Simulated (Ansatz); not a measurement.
# HfCo2: do energies and stresses tell the same story?

Theory: DFT PBEsol, scalar-relativistic, plane waves, PAW (Ansatz 0.2.0).

Settings: cutoff 420 eV, Γ-centred mesh 10×10×10 on the computed 6-atom cell, Gaussian smearing of 0.10 eV; collinear spin from starting moments 0 0 0.18 0.18 0.18 0.18 μB.

Relaxed cell: Fd-3m, a = 6.770 Å, b = 6.770 Å, c = 6.770 Å, α = 90.00°, β = 90.00°, γ = 90.00°, 6 atoms in the primitive cell. Whether it is the stable form of this composition wasn't checked.

Energies at zero smearing and pressures from the stress tensor, at volumes with shape and atoms relaxed:
```
V (Å³/atom) E − E(first) (meV/atom) P (GPa)
     11.378                     0.00    36.65
     11.766                   -74.21    25.14
     12.154                  -122.70    15.35
     12.541                  -149.27     7.01
     12.929                  -157.23     0.01
     13.317                  -151.42    -4.83
     13.705                  -133.64    -9.52
     14.222                   -94.32   -14.75
```

**Question.** Check P = −dE/dV between neighbouring volumes, and get the bulk modulus from the pressures alone.

**Answer.** With 1 eV/Å³ = 160.2 GPa:
```tsv
middle V (Å³/atom)	−ΔE/ΔV (GPa)	mean P (GPa)
11.572	30.654	30.892
11.960	20.027	20.241
12.347	10.978	11.177
12.735	3.288	3.508
13.123	-2.403	-2.411
13.511	-7.343	-7.174
13.964	-12.180	-12.132
```

The two differ by 0.24 GPa at most. The mean of two end pressures misses the average over a step by about ΔV² P″/12, up to 0.21 GPa here; with that taken off 0.18 GPa remains, from the smearing term (the stress is the derivative of the free energy), the finite cutoff, the mesh or the relaxation's tolerance. The largest site moment goes from 0.00 to 0.87 μB along the series, which bends P(V). Around V = 12.929 Å³/atom, the two neighbours give B = −V ΔP/ΔV = 12.929 × 11.84 / 0.776 = 197.3 GPa, against B0 = 199.2 GPa from the Birch–Murnaghan fit of the energies.

Spin-orbit coupling is left out, which matters for the bands of heavy elements.

Only this magnetic start was tried.